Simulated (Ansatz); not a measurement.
An input for the plane-wave PAW code Ansatz:

```yaml
crystal:
  lattice:
    - [0.0, 3.2216676998, 3.2216676998]
    - [3.2216676998, 0.0, 3.2216676998]
    - [3.2216676998, 3.2216676998, 0.0]
  atoms:
    - { symbol: La, position: [0.5, 0.5, 0.5] }
    - { symbol: Te, position: [0.0, 0.0, 0.0] }
basis:
  ecutwfc: 420
  ecutrho_ratio: 4
kpoints:
  mp_grid: { grid: [8, 8, 8] }
hamiltonian:
  xc: pbesol
scf:
  occupations: { method: gaussian, width: 0.05 }
output:
  forces: true
  stress: true
  eigenvalues: true
```

The start was a prototype's sites filled with these elements; the Crystallography Open Database holds the compound in this structure.

The output:

```
Pseudopotentials: kind: paw
Pseudopotential: La, paw, valence charge 11, recommended cutoff 420 eV (normal), La.paw.azcp
Pseudopotential: Te, paw, valence charge 16, recommended cutoff 420 eV (normal), Te.paw.azcp
Crystal: 2 atoms, lattice volume = 66.876 Å³
Basis set: ecut = 420 eV, 1291 PW (Γ), exchange–correlation on 64×64×64 points (8 copies of the dense FFT grid, shifted against one another)
Bands: 18, of which v1, the nominal top of the filled ones, is band 14 counted from 1 (13 counted from 0)
Symmetry: 48 space group operations
Space group: Fm-3m (ITA 225), of the structure as read, at distance tolerance 4.1e-5 Å
k-points: 29 of 512
Initial density: superposition of atomic densities (neutral atoms: chi_scale 0, normalization atom), corrected by the library's trained network
Initial wavefunctions: pseudopotential atomic-orbital guess
Functional: x = pbesol(κ = 0.804, μ = 0.12346), c = pbesol(β = 0.046)
```

SCF trace (energy estimate counted from the last row):
```tsv
iteration	ΔE (eV)	density residual (eV)
1	-2.8e-03	4.67e-3
2	-3.1e-04	1.71e-3
3	-5.4e-05	1.23e-4
4	-5.0e-06	4.24e-5
5	0.000	1.33e-6
6	0.000	2.28e-7
7	0.000	4.65e-9
```

```
SCF 1 converged in 7 iterations: F = -13065.982774 eV  dr2 = 4.65e-9
SCF converged after 7 iterations
Free energy (F): -13065.982774 eV
E sigma→0 (E₀):  -13065.981753 eV
Entropy (-TS):   -0.002042 eV (-1.021 meV/atom)
Fermi energy:    11.329499 eV
--- Per-component energies (eV) ---
  E_band       = -283.145830
  E_kinetic    = 373.202767
  E_local      = -1639.274555  (includes V_loc(G=0)·N_el)
  E_nonlocal   = -208.790254
  E_hartree    = 945.727753
  E_xc         = -262.011974
  E_vxc        = -251.906468  (∫ρ·V_xc dr)
  E_paw        = -9915.328509  (= ΣΔE_a)
  E_vpaw       = -447.831540  (= ΣTr[D̂ρ^β])
  E_aug_tail   = -0.000200  (compensation charges beyond the density's cutoff)
  E_ewald      = -2360.050084
  E_core_change = 0.544325  (= ΣΔE_core)
  E_smearing   = -0.002042  (= −TS)
--- Forces (eV/Å), atoms counted from 1 ---
  atom   1  La     0.00000000     0.00000000     0.00000000
  atom   2  Te     0.00000000     0.00000000     0.00000000
--- Stress (GPa, compression-positive) ---
       -1.413915       0.000000       0.000000
        0.000000      -1.413915       0.000000
        0.000000       0.000000      -1.413915
  P = ⅓ Tr σ = -1.4139 GPa (-14.139 kbar)
```

In short (PBEsol): pressure -1.4 GPa, gap on the mesh zero (metallic).

Total energies depend on the potentials used, so only differences within one code and one set of settings carry meaning.

No spin–orbit coupling, a notable omission for heavy elements. The cell is a metal with an odd number of electrons, and spin polarisation wasn't tried.
